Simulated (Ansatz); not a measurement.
Mg₂O:
```cif
data_Mg6O3
_chemical_formula_sum 'Mg6 O3'
_space_group_name_H-M_alt 'R-3m :H'
_space_group_IT_number 166
_space_group_name_Hall '-R 3 2"'
_cell_length_a 3.03452
_cell_length_b 3.03452
_cell_length_c 14.98551
_cell_angle_alpha 90.000
_cell_angle_beta 90.000
_cell_angle_gamma 120.000
loop_
_atom_site_label
_atom_site_type_symbol
_atom_site_symmetry_multiplicity
_atom_site_Wyckoff_symbol
_atom_site_fract_x
_atom_site_fract_y
_atom_site_fract_z
_atom_site_occupancy
Mg1 Mg 6 c 0.00000 0.00000 0.25100 1
O1 O 3 a 0.00000 0.00000 0.00000 1
```
(The calculation used a cell of 3 atoms; values per cell refer to that cell.)

Relaxed with r²SCAN+D4.

**Question.** Tabulate the valence density and the electron localisation function along the shortest Mg–Mg contact (3.03 Å), the program Ansatz at the r²SCAN+D4 level (PAW).

**Answer.** 

```
distance from Mg (Å)  density (e/Å³)   ELF
--------------------  --------------  ----
0.30                           16.16  0.23
0.45                            6.65  0.35
0.61                            1.57  0.30
0.76                            0.27  0.09
0.91                            0.14  0.03
1.06                            0.10  0.03
1.21                            0.10  0.05
1.36                            0.10  0.07
1.51                            0.10  0.07
1.66                            0.10  0.07
1.82                            0.10  0.05
1.97                            0.10  0.03
2.12                            0.14  0.03
2.27                            0.27  0.09
2.42                            1.57  0.30
2.57                            6.65  0.35
2.72                           16.16  0.23
```

The density is the valence pseudo-density with augmentation charge, so density and ELF within about 1 Å of a nucleus are not all-electron values.

The start of the workflow was typed in or built on a structure type; neither database checked (COD, Materials Project) lists it. Its standing as an ambient phase is unchecked. Symmetry was held in the r²SCAN+D4 relaxation; its stability against distortions is not shown here. The volume moved by -17 % from the start of the relaxation.

Potentials: the earlier of the program's two PAW sets. The files were generated under PBE; for other functionals the program regenerates the frozen cores, and for LDA and PBEsol the local potential too.
